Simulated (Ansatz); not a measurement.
Li2SiS3 in space group Cmc2_1 (No. 36; Li on 8b, Si on 4a, S on 8b, S on 4a) under volume change, r²SCAN in the plane-wave PAW code Ansatz, shape and atoms relaxed at each volume.

| V (Å³/atom) | E − E(relaxed) (meV/atom) | P (GPa) |
|---|---|---|
| 17.807 | 23.2 | 4.62 |
| 18.394 | 9.7 | 2.81 |
| 18.981 | 2.3 | 1.29 |
| 19.568 | 0.0 | 0.00 |
| 20.155 | 2.1 | -1.08 |
| 20.742 | 7.8 | -2.00 |
| 21.329 | 16.6 | -2.77 |

Task: What does a third-order Birch–Murnaghan fit give for V₀, B₀ and B′?

Result: V₀ = 19.57 Å³/atom, B₀ = 39.3 GPa, B′ = 4.6.

The workflow started from a Materials Project entry (that database holds measured and hypothetical structures alike); the Crystallography Open Database copy checked does not list it. Its standing as an ambient phase is unchecked. Symmetry was held in the r²SCAN relaxation; whether a distortion lowers the energy is not shown.

Potentials: the later of the program's two PAW sets.
